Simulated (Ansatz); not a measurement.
Si3N4:
Space group I-43d (No. 220); a = b = c = 6.412 Å, α = β = γ = 90.00°

| atom | site | symmetry | x | y | z |
|---|---|---|---|---|---|
| N | 16c | .3. | 0.0308 | 0.0308 | 0.0308 |
| Si | 12b | -4.. | 0.1250 | 0.5000 | 0.2500 |
(The calculation used a cell of 14 atoms; values per cell refer to that cell.)

Relaxed with LDA.

Give the optical modes at the zone centre with their infrared and Raman activity from DFPT, LDA (plane waves, PAW; program Ansatz).

Transverse frequencies, without the LO–TO term; a row sums one degenerate level.

| ω (cm⁻¹) | degeneracy | IR ((D/Å)²/amu) | Raman (Å⁴/amu) | activity |
|---|---|---|---|---|
| 277 | 3 | 0.91 | 0 | IR |
| 327 | 2 | 0.00 | 0.22 | Raman |
| 330 | 1 | 0.00 | 10 | Raman |
| 356 | 3 | 0.00 | 0 | silent |
| 373 | 3 | 41.71 | 2.9 | IR+Raman |
| 484 | 3 | 0.00 | 0 | silent |
| 554 | 1 | 0.00 | 0 | silent |
| 635 | 1 | 0.00 | 0 | silent |
| 662 | 3 | 0.00 | 0 | silent |
| 687 | 3 | 0.01 | 4.4 | Raman |
| 841 | 3 | 397.29 | 0.60 | IR+Raman |
| 843 | 2 | 0.00 | 15 | Raman |
| 876 | 3 | 0.00 | 0 | silent |
| 895 | 3 | 6.03 | 11 | IR+Raman |
| 923 | 3 | 0.00 | 0 | silent |
| 937 | 2 | 0.00 | 0.11 | Raman |

How high does the top mode go among those that the LO–TO term moves?

1095 cm⁻¹ for q along x.

The workflow started from an entry of the Crystallography Open Database (COD), which files this formula under 4 space groups. It is not the phase usual at ambient conditions (space group No. 176). Symmetry was held in the LDA relaxation; its stability against distortions is not shown here.

Potentials: the later of the program's two PAW sets.
